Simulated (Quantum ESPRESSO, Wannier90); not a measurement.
## ZnCdS₂ (P3m1): Wannier90 run

Materials Project entry mp-1215475; symmetrised, unrelaxed at this level. Not found in the COD (Crystallography Open Database) copy used; not checked further. Computed values, not measurements, from PBEsol: Quantum ESPRESSO (norm-conserving PseudoDojo potentials, cutoff 82 Ry, no spin polarisation, no spin-orbit coupling) on a Γ-centred 6×6×4 mesh, then Wannier90. Density: 12×12×6 mesh, cold smearing 0.01 Ry.

The plane-wave run has 48 bands and 52 electrons a cell. On the energy scale of pw.x, whose zero is arbitrary, the valence-band maximum lies at 6.60 eV.

Input w.win, without the blocks of cell, atoms and k-points (144 lines):

```
num_bands = 30
num_wann = 17
exclude_bands = 1-8,11-20
num_iter = 1000
conv_tol = 1.0e-6
conv_window = 4
dis_num_iter = 1000
dis_conv_tol = 1.0e-6
dis_froz_max = 9.28
write_hr = true
write_u_matrices = true
begin projections
f=-0.01119,-0.00198,-0.00445: s;p
f=0.33066,-0.34342,-0.49957: s;p
f=0.33811,-0.33854,-0.10256: s;p
f=-0.00463,0.00514,0.34906: s;p
end projections
mp_grid = 6 6 4
```

Task: Check the input against the numbers above: what is wrong, and how is it mended?

Result: wannier90.x -pp stops with:
```
w90_readwrite_get_projections: too few projection functions defined
```
The projections block defines fewer trial orbitals than num_wann. Mended as below, all else unchanged, the run goes through (Ω_I = 24.5 Å²) and follows the plane-wave bands to 2.3 meV rms (states up to 2.2 eV relative to the valence-band maximum).
```
num_wann = 16
```
